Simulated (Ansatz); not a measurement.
Sc$_{3}$TlB:
```yaml
crystal:
  lattice:
    - [4.67429, 0.00000, 0.00000]
    - [0.00000, 4.67429, 0.00000]
    - [0.00000, 0.00000, 4.67429]
  atoms:
    - { symbol: Tl, position: [0.00000, 0.00000, 0.00000] }
    - { symbol: Sc, position: [0.00000, 0.50000, 0.50000] }
    - { symbol: Sc, position: [0.50000, 0.00000, 0.50000] }
    - { symbol: Sc, position: [0.50000, 0.50000, 0.00000] }
    - { symbol: B, position: [0.50000, 0.50000, 0.50000] }
```

Relaxed with r²SCAN. Special points in fractions of this cell's reciprocal vectors: Γ (0.000, 0.000, 0.000); X (0.000, 0.500, 0.000); M (0.500, 0.500, 0.000); R (0.500, 0.500, 0.500).

Task: List the band energies nearest the Fermi level at these points for r²SCAN with spin–orbit coupling in the plane-wave PAW code Ansatz.

Result: In eV from the Fermi level; about four levels below and three above (degenerate sets whole), none deeper than 8.9 eV; points with the same levels are listed once.

```csv
k,below,above
Γ,-0.22 -0.22 -0.22 -0.22,0.33 0.33 0.33 0.33
X,-0.35 -0.35 -0.07 -0.07,0.77 0.77 1.33 1.33
M,-0.41 -0.41 -0.16 -0.16,1.80 1.80 1.81 1.81
R,-0.69 -0.69 -0.69 -0.69,2.11 2.11 2.11 2.11
```

Space group Pm-3m (anti-perovskite). The workflow started from an entry of the Crystallography Open Database (COD). Whether it is the stable phase at ambient conditions was not checked. Symmetry was held in the r²SCAN relaxation; its stability against distortions is not shown here. The run is not spin-polarised.

Potentials: the later of the program's two PAW sets.
